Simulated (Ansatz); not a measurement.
SnI2O6F2 — ¹²⁷I nuclear quadrupole resonance

Cell: a diffraction structure from the COD, ions relaxed with PBE at fixed cell.

Space group P2_1 (No. 4); a = 5.4360, b = 9.9100, c = 6.2810 Å, β = 105.44°.

| site | Wyckoff | site symmetry | x | y | z |
| --- | --- | --- | --- | --- | --- |
| Sn | 2a | 1 | 0.8076 | 0.1284 | 0.7138 |
| I3 | 2a | 1 | 0.4164 | 0.2458 | 0.0632 |
| I5 | 2a | 1 | 0.1954 | 0.0190 | 0.3593 |
| O7 | 2a | 1 | 0.9449 | 0.0032 | 0.5107 |
| O9 | 2a | 1 | 0.1418 | 0.1986 | 0.2876 |
| O11 | 2a | 1 | 0.1434 | 0.2374 | 0.8101 |
| O13 | 2a | 1 | 0.6612 | 0.2631 | 0.9022 |
| O15 | 2a | 1 | 0.4635 | 0.0295 | 0.6158 |
| O17 | 2a | 1 | 0.4775 | 0.0666 | 0.1280 |
| F19 | 2a | 1 | 0.7042 | 0.2671 | 0.4716 |
| F21 | 2a | 1 | 0.9062 | 0.9900 | 0.9533 |

One atom of each set is listed.

Method: Kohn–Sham DFT in Ansatz, r2SCAN, plane waves and PAW, scalar-relativistic, 500 eV cutoff, Γ-centred 4×2×4 k-points, Fermi–Dirac smearing 0.02 eV.

¹²⁷I: I = 5/2, Q = -688.2 mb (year-2017 value). Static lattice, zero field.

Q: At which frequencies do the ¹²⁷I NQR lines lie?

A: For I = 5/2 and η = 0 the lines are 3|C_Q|/20 and twice that; η pulls their ratio below 2.

| site | atoms | V_zz (10²¹ V/m²) | C_Q (MHz) | η | line frequencies (MHz) |
| --- | --- | --- | --- | --- | --- |
| I3 | 2 | -60.6 | 1008 | 0.12 | 153.4, 301.6 |
| I5 | 2 | -59.9 | 996 | 0.10 | 151.0, 298.3 |

The largest force is 0.8 eV/Å, so the atoms aren't at the calculated equilibrium and relaxing them would move these values. Without spin–orbit coupling the gradients at and beside I can be off by some per cent, at some sites by more. With these PAW files V_zz is typically within 2 to 3 % of all-electron values, but misses above 10 % occur on I.

The run took 2 min of wall time (4 min of CPU time) and 1.6 GiB at its peak, on 2 threads of Arm Neoverse V2 (aarch64; 32 cores open to the job, memory cap 5.0 GiB, no GPU), a shared host with a load of 0.7 a core.
